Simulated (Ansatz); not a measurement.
# Zone-centre phonons of SrC2 at 15 GPa: input and output

All numbers below come from DFT LDA, scalar-relativistic, plane waves, PAW (Ansatz 0.2.0).

Launched with:
```bash
ansatz run input.yaml --threads 1 --pin off --max-ram 3072MiB --backend cpu --events-out ev --progress --plain --runs-dir out
```

Input (bare energies are in eV):
```yaml
crystal:
  lattice:
    - [-1.8653768792, 1.8653768792, 3.2076141553]
    - [1.8653768792, -1.8653768792, 3.2076141553]
    - [1.8653768792, 1.8653768792, -3.2076141553]
  atoms:
    - { symbol: Sr, position: [0.0, 0.0, 0.0] }
    - { symbol: C, position: [0.4031225569, 0.4031225569, 0.0] }
    - { symbol: C, position: [0.5968774431, 0.5968774431, 0.0] }
basis:
  ecutwfc: 420
kpoints:
  mp_grid: { grid: [14, 14, 14] }
hamiltonian:
  xc: lda
scf:
  occupations: { method: fixed }
output:
  eigenvalues: true
phonons:
  method: dfpt
  dielectric: true
  rigid_motions: translations
  eigenvectors: true
```

The end of the output:
```
--- Phonons (Γ-DFPT): 4 representative perturbations + reference, on 744 of 2744 k-points (Σ response iterations 12) ---
  k mesh reduced under 2 symmetry operations, with k and −k counted as one. Each operation leaves every solved perturbation unchanged. A smaller set is not considered because the run solves the response ...
  ASR residual: 4.608e-4 → 0.000e0 eV/Å²; symmetrization residual: 5.273e-7 eV/Å²
  ASR residual per site (eV/Å²): 4.61e-4 1.84e-4 1.84e-4
  Γ frequencies (cm⁻¹): 0.00 0.00 0.00 290.65 290.65 294.11 294.11 327.05 1930.73
  ε∞ (high-frequency dielectric tensor):
        4.141271     0.000000     0.000000
        0.000000     4.141271    -0.000000
        0.000000    -0.000000     5.316818
  ε⁰ (static dielectric tensor: ions relaxed, cell fixed):
        8.649114    -0.000000     0.000000
       -0.000000     8.649114    -0.000000
        0.000000    -0.000000     8.010792
  ε⁰ − ε∞ (ionic part):
        4.507843    -0.000000     0.000000
       -0.000000     4.507843    -0.000000
        0.000000    -0.000000     2.693974
  softest optical mode at Γ: 290.65 cm⁻¹; the repairs (sum rule, projections) moved no ω² at Γ by more than (2.07 cm⁻¹)²
  Born effective charges Z* (e; rows j = field, columns β = displacement):
    site 0:
         2.58264   -0.00000    0.00000
         0.00000    2.58264    0.00000
         0.00000   -0.00000    2.22015
    site 1:
        -1.29132   -0.00000   -0.00000
        -0.00000   -1.29132   -0.00000
        -0.00000   -0.00000   -1.11008
    site 2:
        -1.29132    0.00000    0.00000
         0.00000   -1.29132   -0.00000
        -0.00000    0.00000   -1.11008
  Z* charge neutrality: 9.028e-4 e pre-enforcement
  solved inside a basis spanned on kpoints, on 14×14×14 k-points, its susceptibility summed on 16×16×18: ε∞ is read to err by 1.5e-2, Z* by 1.1e-2 e (field_mesh: kpoints solves on kpoints); Z* is corrected for ...
  optical modes at Γ without the LO–TO term, one row a degenerate level:
      ω (cm⁻¹) modes IR ((D/Å)²/amu)
        290.65      2             0.0000
        294.11      2            16.3243
        327.05      1             6.0317
       1930.73      1             0.0000
  optical modes at Γ + LO–TO along q̂ = [1.0000, 0.0000, 0.0000]:
      ω (cm⁻¹) modes IR ((D/Å)²/amu)
        290.65      2             0.0000
        294.11      1             8.1622
        327.05      1             6.0317
        425.04      1             8.1622
       1930.73      1             0.0000
  optical modes at Γ + LO–TO along q̂ = [0.0000, 1.0000, 0.0000]:
      ω (cm⁻¹) modes IR ((D/Å)²/amu)
        290.65      2             0.0000
        294.11      1             8.1622
        327.05      1             6.0317
        425.04      1             8.1622
       1930.73      1             0.0000
  optical modes at Γ + LO–TO along q̂ = [0.0000, 0.0000, 1.0000]:
      ω (cm⁻¹) modes IR ((D/Å)²/amu)
        290.65      2             0.0000
        294.11      2            16.3243
        401.45      1             6.0317
       1930.73      1             0.0000
```

The run took 5.1 min on 1 thread of Intel(R) Xeon(R) Platinum 8488C (Sapphire Rapids), on a shared host, peak memory 1.7 GiB.

Other phases may be more stable at this pressure. The bands were filled as in an insulator; under compression the gap may have closed between mesh points.